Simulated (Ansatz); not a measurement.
A geometry of Si2Ni away from equilibrium: step 14 of the relaxation of a relaxed Si2Ni cell displaced along its unstable phonon at q = Γ (171i cm⁻¹), largest move 0.15 Å. Method: PBE (plane waves to 420 eV, PAW, scalar-relativistic; Ansatz, an electronic-structure program). Γ-centred k-mesh 9×9×7 on the run's cell (coarser than for final values), Fermi–Dirac smearing 0.05 eV.

```xyz
6
Lattice="3.8299 0.0000 0.0000 -1.9150 3.3168 0.0000 0.0000 0.0000 6.4173" Properties=species:S:1:pos:R:3:forces:R:3 pbc="T T T" free_energy=-14223.735 pressure_GPa=2.8
Ni     0.0000     2.2112     0.9348    0.0000    0.0000    0.0096
Ni     1.9150     1.1056     4.1434    0.0000    0.0000    0.0096
Si     0.0000     0.0000     0.4919    0.0000    0.0000    0.0101
Si     0.0000     0.0000     3.7006    0.0000    0.0000    0.0101
Si     0.0000     2.2112     5.1060    0.0000    0.0000   -0.0198
Si     1.9150     1.1056     1.8973    0.0000    0.0000   -0.0198
```

Positions in Å, forces in eV/Å, free energy of the cell in eV (comparable only within this code, potentials and settings). Largest force: 0.02 eV/Å, on Si5, Si6 (atoms numbered as listed); the geometry lies 0.02 eV/atom above the end of its relaxation.

No spin polarisation in the result. A magnetic state may lie lower.

The run could not lose the symmetry of its start: the end is stationary, and may be a saddle point rather than a minimum.

The end of the path is a generated cell of Si2Ni: the first start was made by placing the elements on the sites of a structure type, and the end was not matched to a known phase here, so it may be hypothetical. Known forms of Si2Ni include space group No. 225.
